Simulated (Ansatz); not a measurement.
Relaxed NiSi$_{2}$ (fluorite type, space group Fm-3m):

```yaml
crystal:
  lattice:
    - [0.00000, 2.72203, 2.72203]
    - [2.72203, 0.00000, 2.72203]
    - [2.72203, 2.72203, 0.00000]
  atoms:
    - { symbol: Ni, position: [0.00000, 0.00000, 0.00000] }
    - { symbol: Si, position: [0.25000, 0.25000, 0.25000] }
    - { symbol: Si, position: [0.75000, 0.75000, 0.75000] }
```

In this cell atom 3 (Si, nearest neighbour Ni at 2.357 Å; its periodic images, 3.8 Å or more away, move with it) is moved by s along Cartesian z, unit vector (0.000, 0.000, 1.000); all other atoms and the cell stay fixed.

Computed with PBE (plane waves to 420 eV, PAW, scalar-relativistic; Ansatz, an electronic-structure program). k mesh 12×12×12 (Γ-centred), Fermi-Dirac smearing 0.05 eV. With partly filled bands, energies and forces of such displacements shift with the k mesh and the smearing. F∥ is the force on the atom along that direction. NiSi2 is run without spin polarisation. NiSi2 was relaxed with its symmetry unable to fall. The PAW data are Ansatz's earlier set. 

| s (Å) | F∥ (eV/Å) |
|---|---|
| -0.470 | 4.167 |
| -0.376 | 3.114 |
| -0.282 | 2.235 |
| -0.188 | 1.436 |
| -0.094 | 0.691 |
| 0.000 | 0.000 |
| 0.094 | -0.691 |
| 0.188 | -1.436 |
| 0.282 | -2.235 |
| 0.376 | -3.114 |
| 0.470 | -4.167 |

**Question.** What is the force constant k = d²E/ds² of this move at s = 0?

**Answer.** 7.25 eV/Å². The forces along the line at the two nearest points give (0.691 − (-0.691)) / (2·0.094) = 7.35 eV/Å²; the next pair corrects for the finite step.

(For displaced atoms, the force is minus the slope of the energy, and its curvature is a force constant, which sets phonon frequencies.)
